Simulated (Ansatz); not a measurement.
# Ta₂O₅ (Pmmm), zone-centre modes

Method: DFT r2SCAN, scalar-relativistic, plane waves, PAW (Ansatz 0.2.0). The runs took a 500 eV cutoff, a Γ-centred 8×8×4 mesh and Gaussian smearing (0.05 eV). Spin–orbit coupling is left out, which can shift energies with elements as heavy as these. No spin polarisation.

The starting cell (relaxed at this level; it needn't be the usual structure):

```xyz
7
Lattice="3.6657 0.0000 0.0000 0.0000 3.8573 0.0000 0.0000 0.0000 6.4562" Properties=species:S:1:pos:R:3 pbc="T T T"
Ta    1.8328    0.0000    3.2281
Ta    0.0000    0.0000    0.0000
O     1.8328    1.9287    3.2281
O     0.0000    0.0000    4.3881
O     0.0000    1.9287    0.0000
O     1.8328    0.0000    0.0000
O     0.0000    0.0000    2.0681
```

Harmonic modes by finite displacements of 0.02 Å, without the LO–TO term.

Problem. At this geometry, is the structure stable against these modes?

Solution. No: 4 modes are unstable, the strongest at 387i cm⁻¹.

Problem. List the wavenumbers in cm⁻¹.

Solution. 387i, 296i, 272i, 128i, 0, 0, 0, 34, 106, 113, 133, 213, 223, 289, 314, 318, 399, 443, 587, 786, 875.

Cost: 1 run of about 6.1 core-minutes, on Oxide Virtual Turin-like Processor (Zen 5) (shared hosts).